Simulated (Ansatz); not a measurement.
# Guessed and relaxed cells of NaGa3Sb3

The cell of NaGa3Sb3 is invented: 4-connected net, two elements alternating, guests in its cages (Pm-3n, No. 223) (guest Na). The dimensions are guesses.

POSCAR.start

```
Na Ga Sb
1.0
     7.33468    0.00000    0.00000
     0.00000    7.33468    0.00000
     0.00000    0.00000    7.33468
Na Ga Sb
2 6 6
Direct
  0.50000 0.50000 0.50000
  0.00000 0.00000 0.00000
  0.50000 0.00000 0.75000
  0.75000 0.50000 0.00000
  0.00000 0.75000 0.50000
  0.50000 0.00000 0.25000
  0.25000 0.50000 0.00000
  0.00000 0.25000 0.50000
  0.00000 0.50000 0.75000
  0.75000 0.00000 0.50000
  0.50000 0.75000 0.00000
  0.00000 0.50000 0.25000
  0.25000 0.00000 0.50000
  0.50000 0.25000 0.00000
```

Method: Ansatz 0.2.0, DFT PBE, scalar-relativistic, plane waves, PAW. Cutoff 420 eV, Gaussian smearing, Γ-centred meshes. Cell and atoms relax first on a coarse mesh and then on a finer one. In between, the cell is made exact in the group found at 0.06 Å. In metals the finer mesh still leaves noise of several meV/atom or more. The steps can't lower the symmetry of their start. No spin polarisation.

POSCAR.end

```
Na Ga Sb
1.0
     7.68573    0.00000    0.00000
     0.00000    7.68573    0.00000
     0.00000    0.00000    7.68573
Na Ga Sb
2 6 6
Direct
  0.50000 0.50000 0.50000
  0.00000 0.00000 0.00000
  0.50000 0.00000 0.75000
  0.75000 0.50000 0.00000
  0.00000 0.75000 0.50000
  0.50000 0.00000 0.25000
  0.25000 0.50000 0.00000
  0.00000 0.25000 0.50000
  0.00000 0.50000 0.75000
  0.75000 0.00000 0.50000
  0.50000 0.75000 0.00000
  0.00000 0.50000 0.25000
  0.25000 0.00000 0.50000
  0.50000 0.25000 0.00000
```

The symmetry stays Pm-3n (No. 223). The volume per atom grows by 15.1 %, from 28.2 to 32.4 Å³. The shortest distance goes from 2.59 Å (Ga–Sb) to 2.72 Å (Ga–Sb).

| Item | Value |
| --- | --- |
| Volume per atom | 32.43 Å³ |
| Density | 4.37 g/cm³ |
| Formation energy | −0.05 eV/atom |
| Gap on the 6×6×6 mesh of the 14-atom cell | 0 eV (a metal) |

The zero of energy is the elements' standard structures at the same level; no fitted shifts are applied. Whether it is stable depends on the other phases of the system, which aren't compared here.

The last run used Gaussian smearing of 0.10 eV. These runs have no spin–orbit coupling, which can matter for Sb. A structure relaxed within its symmetry needn't be a true minimum. In all, the 3 runs took 5.6 min on 1 thread of Arm Neoverse V1, on a shared host.
